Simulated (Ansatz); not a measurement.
The relaxed structure here is a generated cell of SiNi: the first start was made by placing the elements on the sites of a structure type, and the end was not matched to a known phase here, so it may be hypothetical. Known forms of SiNi include space group No. 62.

A relaxed cell of SiNi (Fm-3m (No. 225)), relaxed on a k-mesh at least as fine as the one used below. Calculation: PBEsol (plane waves to 420 eV, PAW, scalar-relativistic; Ansatz, an electronic-structure program). Γ-centred k-mesh 12×12×12 on the run's cell (coarser than for final values), Fermi–Dirac smearing 0.05 eV.

```xyz
4
Lattice="0.0000 4.6830 4.6830 2.3415 2.3415 4.6830 2.3415 2.3415 0.0000" Properties=species:S:1:pos:R:3 pbc="T T T"
Si     0.0000     0.0000     0.0000
Si     2.3415     4.6830     2.3415
Ni     2.3415     2.3415     2.3415
Ni     2.3415     4.6830     4.6830
```

The atoms are displaced along an unstable phonon of this cell by (Å):

| atom | ux | uy | uz |
|---|---|---|---|
| Si1 | 0.000 | 0.000 | -0.150 |
| Si2 | 0.000 | 0.000 | 0.150 |
| Ni3 | 0.000 | 0.000 | -0.093 |
| Ni4 | 0.000 | 0.000 | 0.093 |

Task: What forces (eV/Å) and pressure result?

Result: 
| atom | Fx | Fy | Fz |
|---|---|---|---|
| Si1 | 0.00 | 0.00 | -1.00 |
| Si2 | 0.00 | 0.00 | 1.00 |
| Ni3 | 0.00 | 0.00 | -1.64 |
| Ni4 | 0.00 | 0.00 | 1.64 |

Pressure -2.3 GPa.

Task: Estimate the energy cost of the displacement in the harmonic approximation and compare with the calculation.

Result: For a harmonic well ΔE = −½ Σ F·u = -0.302 eV a cell, or -75 meV/atom. The calculated energy relative to the undisplaced cell is -0.09 eV/atom, so the harmonic estimate holds well.

The undisplaced cell is probably no minimum: from this displacement the run went on to P4/nmm (No. 129), 0.51 eV/atom below it.

No spin polarisation in the result: the starting moments vanished. A magnetic state may lie lower.
